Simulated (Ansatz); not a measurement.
HfC:
```cif
data_CHf
_chemical_formula_sum 'Hf1 C1'
_space_group_name_H-M_alt 'P 1'
_space_group_IT_number 1
_cell_length_a 3.23316
_cell_length_b 3.23316
_cell_length_c 3.23316
_cell_angle_alpha 60.000
_cell_angle_beta 60.000
_cell_angle_gamma 60.000
loop_
_space_group_symop_operation_xyz
  'x, y, z'
loop_
_atom_site_label
_atom_site_type_symbol
_atom_site_fract_x
_atom_site_fract_y
_atom_site_fract_z
_atom_site_occupancy
Hf1 Hf 0.00000 0.00000 0.00000 1
C1 C 0.50000 0.50000 0.50000 1
```

Relaxed with LDA.

**Question.** Decompose the optical modes at the zone centre into irreducible representations, and say which are infrared and Raman allowed.

**Answer.** Point group m-3m: Γ_opt = T1u. Infrared: T1u. Raman: none.

**Question.** Assign frequencies (DFPT, LDA (plane waves, PAW; program Ansatz)).

**Answer.** T1u 464 cm⁻¹.

Space group Fm-3m (rock salt). Symmetry was held in the LDA relaxation; of distortions, only those at the zone centre were tested. No spin polarisation was allowed. As this level gives no gap, phonon frequencies hold no LO–TO term and depend on the k-mesh and smearing (Fermi–Dirac, 0.1 eV here). Scalar-relativistic: spin–orbit coupling is off unless named, which matters more the heavier the elements.

Potentials: the later of the program's two PAW sets.
